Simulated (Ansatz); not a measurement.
# CaAg₂Ge₂: strain energy, fitted

CaAg₂Ge₂, I4/mmm, a = 4.292 Å, c = 10.767 Å. The structure is a COD entry; whether it is the stable form wasn't checked. Ansatz: PBEsol, PAW, 420 eV, Γ-centred 8×8×4 mesh on 10 atoms, Gaussian smearing 0.10 eV; no spin polarisation. Series: equal strain along all axes, cell held, atoms relaxed; x is the strain in per cent. y is the free energy over the unstrained cell, V0 = 19.836 Å³/atom.

| x (%) | y (meV/atom) |
| --- | --- |
| -4.5 | ? |
| -3.0 | 43.47 |
| -1.5 | 10.01 |
| 0.0 | 0.00 |
| 1.5 | 9.45 |
| 3.0 | 34.97 |
| 4.5 | 73.69 |

Fit y = c2 x² + c3 x³ to the other rows, turn c2 into a modulus, and predict the missing energy.

Least squares on the rows shown. y = 4.3522 x² − 0.15815 x³. In eV per unit strain² c2 is 43.52; the stiffness is B for this strain (E = 9/2 B V0 ε², shape held): 2 × 43.52 × 160.2 / (9 × 19.836) = 78 GPa. The unstrained cell keeps some stress along the strain, worth a slope of 0.20 meV/atom per %, which the form leaves out. At x = -4.5 the fit asked for gives 102.54 meV/atom. The run gave 104.79 meV/atom, so the fit is 2.25 meV/atom too low, 2.1 % of the span of the series, against an rms of 0.17 meV/atom on the fitted rows. The row lies outside the fitted range. With a term in x⁴ added, a fit to the same known rows predicts 102.30 meV/atom, no real gain.